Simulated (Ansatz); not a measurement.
Scan of one atom of the cell for Bi2Se3 (Bi2Te3 type, space group R-3m)

Bi$_{2}$Se$_{3}$ (Bi2Te3 type, space group R-3m)

```
CELL_PARAMETERS angstrom
      2.07230     1.19644     9.75526
     -2.07230     1.19644     9.75526
      0.00000    -2.39289     9.75526
ATOMIC_POSITIONS crystal
  Bi 0.39938 0.39938 0.39938
  Bi 0.60062 0.60062 0.60062
  Se 0.00000 0.00000 0.00000
  Se 0.21420 0.21420 0.21420
  Se 0.78580 0.78580 0.78580
```

In this cell atom 4 (Se, nearest neighbour Bi at 2.853 Å; its periodic images, 4.1 Å or more away, move with it) is moved by s along Cartesian z, unit vector (0.000, 0.000, 1.000); all other atoms and the cell stay fixed.

These are r2SCAN+rVV10 (plane waves to 500 eV, PAW, scalar-relativistic; Ansatz, a quantum-chemistry and plane-wave program) values and carry that method's errors. k mesh 8×8×8 (Γ-centred), Fermi-Dirac smearing 0.05 eV. E stands for the smeared free energy. Compression counts positive. F∥ is the force on the atom along that direction. Bi2Se3 was relaxed with its symmetry unable to fall. Spin-orbit coupling is left out, though Bi is heavy. ΔE is measured from the undisplaced structure.

```
s (Å)   ΔE (meV/cell)  P (GPa)  F∥ (eV/Å)
------  -------------  -------  ---------
-0.290          264.7    -2.05      1.741
-0.232          172.3    -1.73      1.439
-0.174           98.3    -1.36      1.109
-0.116           44.1    -0.95      0.755
-0.058           11.0    -0.49      0.382
0.000             0.0     0.00     -0.003
0.058            11.5     0.54     -0.396
0.116            45.9     1.11     -0.790
0.174           103.2     1.71     -1.182
0.232           182.9     2.35     -1.566
0.290           284.6     3.02     -1.938
```

Key numbers:

```
Quantity                                                                                                                                              Value
--------------------------------------------------------  -------------------------------------------------------------------------------------------------
Energy at s = 0.290 Å                                                                                                                        284.6 meV/cell
Force along the line at s = -0.290 Å                                                                                                              1.74 eV/Å
Symmetry of the curve                                                                                   not even: the positive side lies higher at ±0.290 Å
Shape of the curve                                                                           a single well with its minimum at or next to zero displacement
Force constant k = d²E/ds² at s = 0 (finite differences)                                                                                         6.72 eV/Å²
Harmonic estimate at the end of the scan                  ½ks² = 282.8 meV/cell against the computed 284.6 meV/cell, so the well is close to harmonic there
```

(A displaced cell: forces are minus the slopes of the energy, force constants its curvatures, and phonons follow from these.)
